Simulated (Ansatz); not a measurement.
An Ansatz (a quantum-chemistry and plane-wave program) run. Input:

Ansatz 0.2 input:
```yaml
crystal:
  lattice:
    - [2.743438068, 0.0, 0.0]
    - [-1.371719034, 2.3758870606, 0.0]
    - [0.0, 0.0, 4.3888031343]
  atoms:
    - { symbol: Mo, position: [0.0, 0.0, 0.5] }
    - { symbol: Rh, position: [0.3333333333, 0.6666666667, 0.0] }
kpoints:
  mp_grid: { grid: [30, 30, 16] }
hamiltonian:
  xc: pbesol
  pseudopotentials: { kind: paw }
scf:
  occupations: { method: fermi_dirac, width: 0.1 }
elastic: { mode: relaxed_ion, stencil: two_point, amplitude: 0.005, f_tol: 0.0005 }
```

Output (shortened):

```
Pseudopotential: Mo, paw, valence charge 14
Pseudopotential: Rh, paw, valence charge 17
Functional definition: PBEsol
Crystal: 2 atoms, lattice volume = 28.607 Å³
Basis set: ecut = 420 eV, 573 PW (Γ), exchange–correlation on 40×40×60 points (8 copies of the dense FFT grid, shifted against one another)
Bands: 20, of which v1, the nominal top of the filled ones, is band 16 counted from 1 (15 counted from 0)
Symmetry: 12 space group operations
Space group: P-6m2 (ITA 187), of the structure as read, at distance tolerance 3.1e-5 Å
k-points: 819 of 14400 (time reversal used)
SCF 1 converged in 10 iterations: F = -11236.475284 eV  dr2 = 6.10e-15
Crystal: 2 atoms, lattice volume = 28.464 Å³
Symmetry: 4 space group operations
k-points: 2169 of 14400 (time reversal used)
SCF 2 converged in 10 iterations: F = -11236.474242 eV  dr2 = 1.79e-14
relax step   1: F+E_penalty+E_count = -11236.47424167 eV  Δ(F+E_penalty+E_count) = +0.000e0 eV  max|allowed force component| = 1.584e-2 eV/Å  Δτ_max = 0.0000 Å  (10 SCF iters, accepted)
Crystal: 2 atoms, lattice volume = 28.464 Å³
SCF 3 converged in 7 iterations: F = -11236.474264 eV  dr2 = 4.60e-14
relax step   2: F+E_penalty+E_count = -11236.47426358 eV  Δ(F+E_penalty+E_count) = -2.192e-5 eV  max|allowed force component| = 6.722e-3 eV/Å  Δτ_max = 0.0024 Å  (7 SCF iters, accepted)
Crystal: 2 atoms, lattice volume = 28.464 Å³
SCF 4 converged in 7 iterations: F = -11236.474268 eV  dr2 = 5.49e-15
relax step   3: F+E_penalty+E_count = -11236.47426841 eV  Δ(F+E_penalty+E_count) = -4.826e-6 eV  max|allowed force component| = 4.885e-6 eV/Å  Δτ_max = 0.0007 Å  (7 SCF iters, accepted)
Crystal: 2 atoms, lattice volume = 28.464 Å³
SCF 5 converged in 12 iterations: F = -11236.474268 eV  dr2 = 0.0
Crystal: 2 atoms, lattice volume = 28.750 Å³
SCF 6 converged in 10 iterations: F = -11236.474406 eV  dr2 = 2.30e-14
relax step   1: F+E_penalty+E_count = -11236.47440589 eV  Δ(F+E_penalty+E_count) = +0.000e0 eV  max|allowed force component| = 1.523e-2 eV/Å  Δτ_max = 0.0000 Å  (10 SCF iters, accepted)
Crystal: 2 atoms, lattice volume = 28.750 Å³
SCF 7 converged in 7 iterations: F = -11236.474431 eV  dr2 = 3.12e-14
relax step   2: F+E_penalty+E_count = -11236.47443112 eV  Δ(F+E_penalty+E_count) = -2.523e-5 eV  max|allowed force component| = 2.861e-4 eV/Å  Δτ_max = 0.0016 Å  (7 SCF iters, accepted)
Crystal: 2 atoms, lattice volume = 28.750 Å³
SCF 8 converged in 11 iterations: F = -11236.474431 eV  dr2 = 0.0
Crystal: 2 atoms, lattice volume = 28.464 Å³
SCF 9 converged in 9 iterations: F = -11236.473846 eV  dr2 = 1.89e-15
Crystal: 2 atoms, lattice volume = 28.750 Å³
SCF 10 converged in 6 iterations: F = -11236.474311 eV  dr2 = 4.62e-14
Crystal: 2 atoms, lattice volume = 28.606 Å³
Symmetry: 2 space group operations
k-points: 3737 of 14400 (time reversal used)
SCF 11 converged in 9 iterations: F = -11236.474968 eV  dr2 = 5.83e-14
relax step   1: F+E_penalty+E_count = -11236.47496810 eV  Δ(F+E_penalty+E_count) = +0.000e0 eV  max|allowed force component| = 2.931e-4 eV/Å  Δτ_max = 0.0000 Å  (9 SCF iters, accepted)
Crystal: 2 atoms, lattice volume = 28.606 Å³
SCF 12 converged in 11 iterations: F = -11236.474968 eV  dr2 = 2.08e-19
Crystal: 2 atoms, lattice volume = 28.606 Å³
SCF 13 converged in 9 iterations: F = -11236.474968 eV  dr2 = 2.87e-14
relax step   1: F+E_penalty+E_count = -11236.47496810 eV  Δ(F+E_penalty+E_count) = +0.000e0 eV  max|allowed force component| = 2.931e-4 eV/Å  Δτ_max = 0.0000 Å  (9 SCF iters, accepted)
Crystal: 2 atoms, lattice volume = 28.606 Å³
SCF 14 converged in 11 iterations: F = -11236.474968 eV  dr2 = 2.03e-19
SCF converged after 10 iterations
Free energy (F): -11236.475284 eV
Harris-Foulkes:  -11236.475284 eV  (|F-HF|=1.82e-12)
Internal energy: -11236.415271 eV  (E = F + TS)
E sigma→0 (E₀):  -11236.445278 eV
Entropy (-TS):   -0.060013 eV (-30.006 meV/atom)
Fermi energy:    22.120384 eV
--- Per-component energies (eV) ---
  E_band       = -127.329091
  E_kinetic    = 1016.477100
  E_local      = -2382.564761  (includes V_loc(G=0)·N_el)
  E_nonlocal   = 500.586773
  E_hartree    = 831.323404
  E_xc         = -403.955851
  E_vxc        = -507.695430  (∫ρ·V_xc dr)
  E_paw        = -6667.608290  (= ΣΔE_a)
  E_vpaw       = -416.780445  (= ΣTr[D̂ρ^β])
  E_aug_tail   = 0.000865  (compensation charges beyond the density's cutoff)
  E_ewald      = -4131.160010
  E_core_change = 0.485499  (= ΣΔE_core)
  E_smearing   = -0.060013  (= −TS)
  E_closure    = 0.000000  (closes the sum)
  Σ components = -11236.475284   (vs F -11236.475284, Δ=0.00e0)
--- Forces (eV/Å), atoms counted from 1 ---
  atom   1  Mo     0.00000000     0.00000000     0.00000000
  atom   2  Rh     0.00000000     0.00000000     0.00000000
  max |Σ_I F_I| component: 3.35e-17 eV/Å
--- Stress (GPa, compression-positive) ---
        0.074353       0.000000       0.000000
        0.000000       0.074353       0.000000
        0.000000       0.000000       0.245451
  P = ⅓ Tr σ = 0.1314 GPa (1.314 kbar)
--- Band table (eV; the first three rows and the last of 819) ---
  k-point 0: bands = ["-56.5836", "-38.7318", "-24.5952", "-24.2130", "-24.2130", "-12.8931", "-12.0824", "-12.0824", "14.4746", "16.3536", "19.3983", "19.3983", "20.1142", "20.6803", "20.6803", "21.5501", "21.5501", "23.4522", "24.7688", "24.7688"]
  k-point 1: bands = ["-56.5836", "-38.7319", "-24.5943", "-24.2130", "-24.2130", "-12.8953", "-12.0824", "-12.0824", "14.5177", "16.3674", "19.3878", "19.3878", "20.0893", "20.6545", "20.6545", "21.5943", "21.5943", "23.3194", "24.7725", "24.7725"]
  k-point 2: bands = ["-56.5836", "-38.7323", "-24.5919", "-24.2130", "-24.2130", "-12.9015", "-12.0826", "-12.0826", "14.6451", "16.4075", "19.3601", "19.3601", "20.0164", "20.5856", "20.5856", "21.7153", "21.7153", "22.9549", "24.7806", "24.7806"]
  k-point 818: bands = ["-56.5175", "-38.4898", "-24.5447", "-24.5357", "-24.5113", "-13.0101", "-13.0018", "-12.6854", "17.7342", "17.7723", "18.2848", "18.3014", "19.1294", "20.7326", "21.4189", "21.8425", "23.2735", "24.8593", "29.6236", "31.9366"]
--- Elastic constants: 3 strain directions × 2 members + reference (group order 12) ---
  dense FFT box of the reference and of every strained cell: 20×20×30
  strains applied: 11, 33, 23; error gains …
  C = ∂σ_k/∂η_j (tension-positive GPa; Voigt order 11 22 33 23 13 12):
       418.708    246.922    182.493      0.000      0.000      0.000
       246.922    418.708    182.493      0.000      0.000      0.000
       182.633    182.633    539.850      0.000      0.000      0.000
         0.000      0.000      0.000    141.546      0.000      0.000
         0.000      0.000      0.000      0.000    141.546      0.000
         0.000      0.000      0.000      0.000      0.000     85.893
  reference stress σ⁰ (GPa):     -0.074     -0.074     -0.245      0.000      0.000      0.000
  moduli (Voigt/Reuss/Hill, GPa): K = 289.04/288.33/288.69   G = 124.81/115.37/120.09   E = 316.40   ν = 0.317
  mechanically stable: yes (min eigenvalue of sym C = 85.89 GPa)
  strain η (Voigt 11):  stress-route row diagonal C_11 = 418.71 GPa, energy-path curvature d²(F+E_count+ΔE)/dδ²/Ω₀ = 418.67 GPa
         δ    σ_11 (GPa)             F (eV)   n_scf  n_hpsi   n_pw
    -5.000e-3      -2.2204      -11236.4742684      12  821157    576   relax 3 steps, max|allowed force component| 4.88e-6 eV/Å
     5.000e-3       1.9666      -11236.4744311      11  777732    580   relax 2 steps, max|allowed force component| 2.86e-4 eV/Å
  strain η (Voigt 33):  stress-route row diagonal C_33 = 539.85 GPa, energy-path curvature d²(F+E_count+ΔE)/dδ²/Ω₀ = 539.85 GPa
         δ    σ_33 (GPa)             F (eV)   n_scf  n_hpsi   n_pw
    -5.000e-3      -2.9909      -11236.4738462       9  295898    573   relax 0 steps, max|allowed force component| 2.18e-17 eV/Å
     5.000e-3       2.4076      -11236.4743113       6  234418    578   relax 0 steps, max|allowed force component| 2.31e-17 eV/Å
  strain η (Voigt 23):  stress-route row diagonal C_44 = 141.55 GPa, energy-path curvature d²(F+E_count+ΔE)/dδ²/Ω₀ = 141.64 GPa
         δ    σ_23 (GPa)             F (eV)   n_scf  n_hpsi   n_pw
    -5.000e-3      -0.7077      -11236.4749681      11  1339909    576   relax 1 steps, max|allowed force component| 2.93e-4 eV/Å
     5.000e-3       0.7077      -11236.4749681      11  1340012    576   relax 1 steps, max|allowed force component| 2.93e-4 eV/Å
```

Cost: about 26 core-minutes (a rough figure) on shared cores.

The workflow started from a Materials Project entry (that database holds measured and hypothetical structures alike); the Crystallography Open Database copy checked does not list it. With Mo and Rh taken as one species the cell has the higher symmetry P6_3/mmc, so it may be an ordered model of a mixed-site phase. Whether it is the stable phase at ambient conditions was not checked. The cell was relaxed with PBEsol under the symmetry of its start; whether a distortion lowers the energy is not shown. No spin polarisation was allowed. As this level gives no gap, shear constants depend on the k-mesh and smearing (Fermi–Dirac, 0.1 eV here). Axis ratios of metals converge slowly with the k-mesh, so a and c are less sure than the volume. Scalar-relativistic: spin–orbit coupling is off unless named, which matters more the heavier the elements.

Potentials: the later of the program's two PAW sets.

Ansatz is a plane-wave DFT program.
